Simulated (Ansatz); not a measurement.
GaCl3:
```xyz
8
Lattice="-6.5259 0.0000 0.0000 -3.2618 -1.9647 -5.5525 -3.2625 -5.8024 0.0000" Properties=species:S:1:pos:R:3 pbc="T T T"
Ga    -3.2620    -1.5360    -0.5101
Ga    -9.7883    -6.2311    -5.0424
Cl    -8.1345    -1.9657    -5.5518
Cl    -4.9158    -5.8015    -0.0007
Cl    -6.5269    -2.7716    -0.9925
Cl    -6.5234    -4.9956    -4.5600
Cl    -9.7871    -5.7615    -2.9999
Cl    -3.2632    -2.0057    -2.5527
```

x, y and z are the axes in which the lattice vectors are written.

Problem. Give the high-frequency dielectric tensor and the Born effective charge tensors of the independent atoms from DFPT, LDA (plane waves, PAW; program Ansatz).

Solution. 
ε∞:
```
 2.95   0.00   0.00
 0.00   3.27  -0.01
 0.00  -0.01   3.09
```
Z* of atom 1 (Ga), rows: field, columns: displacement, in e:
```
 2.10   0.00   0.00
 0.00   2.97  -0.01
 0.00   0.21   2.40
```
Z* of atom 3 (Cl), rows: field, columns: displacement, in e:
```
-0.98   0.00   0.00
 0.00  -1.26  -0.28
 0.00  -0.32  -0.41
```
Z* of atom 5 (Cl), rows: field, columns: displacement, in e:
```
-0.70   0.00   0.00
 0.00  -1.14   0.44
 0.00   0.25  -0.71
```
Z* of atom 7 (Cl), rows: field, columns: displacement, in e:
```
-0.43   0.00   0.00
 0.00  -0.57  -0.15
 0.00  -0.14  -1.29
```

Static charges for comparison (Bader): Ga1 +1.47, Cl3 -0.48, Cl5 -0.51, Cl7 -0.48 e. Born charges measure polarisation by displacement and can exceed these by far.

Space group C2/m. The workflow started from a Materials Project entry (that database holds measured and hypothetical structures alike); the Crystallography Open Database files this formula in space group No. 12, but the cells were not matched. Whether it is the stable phase at ambient conditions was not checked. Symmetry was held in the LDA relaxation; its stability against distortions is not shown here. A crystal of weakly bound molecules computed without a dispersion correction: the cell and the soft elastic constants depend strongly on that. Spin–orbit coupling is left out wherever it is not named.

Potentials: the later of the program's two PAW sets.
